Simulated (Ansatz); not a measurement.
# Which state of Ca7NiS8 comes out lowest in this cell?

The cell (16 atoms) is Ca7NiS8 as a cell of a measured crystal with one cation replaced (not relaxed). One Ca of COD entry 1011236 is replaced by Ni, with no charge compensation. All atoms are displaced slightly at random.

```
CELL_PARAMETERS angstrom
5.68600 0.00000 0.00000
0.00000 11.37200 0.00000
0.00000 0.00000 5.68600
ATOMIC_POSITIONS crystal
Ca 0.00530 0.99874 0.00330
Ca 0.00198 0.50120 0.99133
S 0.50124 0.00458 0.99845
S 0.49710 0.50740 0.99322
Ca 0.99328 0.25327 0.50092
Ca 0.00052 0.75025 0.49802
S 0.50035 0.25063 0.50258
S 0.48945 0.74951 0.50620
Ca 0.50550 0.00076 0.51005
Ca 0.50743 0.49564 0.49900
S 0.99950 0.99871 0.50545
S 0.98526 0.50261 0.50168
Ca 0.51627 0.25106 0.99780
Ni 0.50776 0.74523 0.00316
S 0.01316 0.25652 0.99562
S 0.99415 0.75066 0.00699
```

Numbers behind element symbols give the atom's place in this list.

Computed with Ansatz development build ahead of 0.2.0, DFT, PBEsol+U, PAW, plane waves, scalar-relativistic.

```yaml
Hubbard_term_Dudarev_form: U − J = 6.2 eV on Ni d, on Löwdin-orthonormalised all-electron atomic orbitals
Plane-wave_cutoff: 420 eV
k-point_mesh: 2×1×2 (Γ-centred)
Occupations: Gaussian smearing, 0.01 eV
```

The total moment includes the space between the atomic spheres.

A static U favours moments and orbital order; the result depends on U and need not be the measured state. With one magnetic atom in the cell its copies can only be parallel; orders in a larger cell may lie lower.

The mesh is coarse, so energy differences (and at times their sign) aren't converged.

States within about 5 meV/atom are too close for this mesh, smearing and search to settle their order. Orders that need a larger cell or non-collinear spins weren't tried.

A plain SCF has the search for lower states switched off and ends at the first converged state. The default search lets the program follow hints of a lower state (another filling of open shells, a soft direction), where it sees any. The standard search can try other orders and fillings too, with no guarantee of the lowest state. With a search on, the program may also reshape the start on open shells. Ends within 0.2 meV/atom and 0.1 μB count as one state.

Task: Which state comes out lowest among 10 converged runs with various starts and settings? Give the order, the site moments and the gap.

Result: Spin-polarised, site moments S3 0.03, S4 0.04, S7 0.00, S8 0.05, S11 0.00, S12 0.00, Ni14 1.75, S15 0.00, S16 0.05 μB, total 2.00 μB per cell, a gap of 0.79 eV on the k-mesh.

Task: By how much does the spin-unpolarised solution lie above it?

Result: 79.0 meV/atom (1.26 eV per cell); the unpolarised solution has no gap on the mesh and a pressure of -3.5 GPa against -3.0 GPa.

Task: A run starts from: the moments in brackets, standard search for lower states [Ni14 2.00 μB]. What does it converge to?

Result: It converges in 62 iterations to a state 14.9 meV/atom above the lowest: spin-polarised, site moments S3 0.06, S4 0.07, S7 0.00, S8 0.13, S11 0.00, S12 0.00, Ni14 1.46, S15 0.00, S16 0.13 μB, total 2.00 μB per cell, no gap on the k-mesh.

Task: Where does this start end: whole orbital fillings typed, random choice 3 of orbitals (Ni14 5 up 3 down), symmetry off, plain SCF [spin density started apart from these, at Ni14 2.00 μB]?

Result: It converges in 30 iterations to a state 18.4 meV/atom above the lowest: spin-polarised, site moments S3 0.01, S4 0.02, S7 0.00, S8 0.03, S11 0.00, S12 0.00, Ni14 1.79, S15 0.00, S16 0.07 μB, total 2.00 μB per cell, a gap of 0.36 eV on the k-mesh. The program read a negative dielectric response at the close, so it may be a saddle point.

Task: Where does this start end: usual moment, plain SCF [Ni14 2.00 μB]?

Result: It converges in 48 iterations to a state 4.3 meV/atom above the lowest: spin-polarised, site moments S3 0.05, S4 0.06, S7 0.02, S8 -0.01, S11 0.02, S12 0.02, Ni14 1.21, S15 0.02, S16 0.04 μB, total 1.50 μB per cell, no gap on the k-mesh.

Task: Where does this start end: usual moment scaled by 0.2, plain SCF [Ni14 0.40 μB]?

Result: It converges in 24 iterations to a state 5.6 meV/atom above the lowest: spin-polarised, site moments S3 0.03, S4 0.02, S7 0.00, S8 -0.03, S11 0.00, S12 0.00, Ni14 1.47, S15 0.00, S16 -0.03 μB, total 1.50 μB per cell, no gap on the k-mesh.

Task: Which of these starts end in the lowest state found?
A. spin on, no moments given (the program may seed its own), plain SCF
B. usual moment, default search for lower states [Ni14 2.00 μB]
C. usual moment times 0.65, plain SCF [Ni14 1.30 μB]

Result: B, C.
